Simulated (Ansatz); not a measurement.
MoSe (CsCl type, Pm-3m) under volume change, the program Ansatz at the r²SCAN level (PAW), scaled uniformly.

```json
[
 {"V (Å³/atom)": "14.015", "E − E(relaxed) (meV/atom)": "[?]", "P (GPa)": "[?]"},
 {"V (Å³/atom)": "14.477", "E − E(relaxed) (meV/atom)": "[?]", "P (GPa)": "[?]"},
 {"V (Å³/atom)": "14.939", "E − E(relaxed) (meV/atom)": "8.8", "P (GPa)": "6.31"},
 {"V (Å³/atom)": "15.401", "E − E(relaxed) (meV/atom)": "0.0", "P (GPa)": "0.00"},
 {"V (Å³/atom)": "15.863", "E − E(relaxed) (meV/atom)": "7.9", "P (GPa)": "-5.32"},
 {"V (Å³/atom)": "16.326", "E − E(relaxed) (meV/atom)": "29.8", "P (GPa)": "-9.77"},
 {"V (Å³/atom)": "16.788", "E − E(relaxed) (meV/atom)": "63.5", "P (GPa)": "-13.50"}
]
```

Problem. What belongs in the gaps?

Solution. 
- 14.015, E − E(relaxed) (meV/atom): 89.7
- 14.015, P (GPa): 22.66
- 14.477, E − E(relaxed) (meV/atom): 37.5
- 14.477, P (GPa): 13.79

Problem. What does a third-order Birch–Murnaghan fit give for V₀, B₀ and B′?

Solution. V₀ = 15.40 Å³/atom, B₀ = 192 GPa, B′ = 4.7.

The cell is a constructed one: a structure type filled with these elements; neither database checked (COD, Materials Project) lists it. Whether it is the stable phase at ambient conditions was not checked. The cell was relaxed with r²SCAN under the symmetry of its start; its stability against distortions is not shown here. The run is not spin-polarised. Scalar-relativistic: spin–orbit coupling is off unless named, which matters more the heavier the elements.

Potentials: the earlier of the program's two PAW sets.
